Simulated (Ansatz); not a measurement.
Question: Each is relaxed and computed with plane-wave PAW PBEsol (Ansatz code). Which is the only metal?
(A) SiO2, P4_12_12 (Si on 4a, O on 8b)
(B) BAs, P6_222 (B on 3d, As on 3c)
(C) VSi2, P6_222 (V on 3d, Si on 6j)
(D) SiC, Pnma (Si on 4c, C on 4c)

Answer: C, VSi2, P6_222 (V on 3d, Si on 6j). VSi2: metal; SiC: gap 2.49 eV (indirect); BAs: gap 0.31 eV (indirect); SiO2: gap 5.57 eV (direct). Typed or built starts, not in the databases checked: SiC, Pnma (Si on 4c, C on 4c); BAs, P6_222 (B on 3d, As on 3c). Not the usual ambient phase: SiC, Pnma (Si on 4c, C on 4c); BAs, P6_222 (B on 3d, As on 3c). All cells were relaxed under the symmetry of their starts (and spin orders); stability against distortions was not tested throughout. Rows with no word on spin ran without spin polarisation. Spin–orbit coupling is left out wherever it is not named.

Potentials: the later of the program's two PAW sets.
